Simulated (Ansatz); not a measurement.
NaF:
```xyz
2
Lattice="0.0000 2.2973 2.2973 2.2973 0.0000 2.2973 2.2973 2.2973 0.0000" Properties=species:S:1:pos:R:3 pbc="T T T"
Na     0.0000     0.0000     0.0000
F      2.2973     2.2973     2.2973
```

Relaxed with r²SCAN.

Problem. Give the optical modes at the zone centre with their infrared and Raman activity from DFPT, DFT-r²SCAN in the program Ansatz with PAW potentials.

Solution. Transverse frequencies, without the LO–TO term; a row sums one degenerate level.

```json
[
 {"ω (cm⁻¹)": "262", "degeneracy": "3", "IR ((D/Å)²/amu)": "6.68", "Raman (Å⁴/amu)": "0", "activity": "IR", "symmetry": "T1u"}
]
```

Problem. How high does the top mode go among those that the LO–TO term moves?

Solution. 420 cm⁻¹ for q along x.

Space group Fm-3m (rock salt). Symmetry was held in the r²SCAN relaxation; phonons on a q-mesh show no instability.

Potentials: the later of the program's two PAW sets.
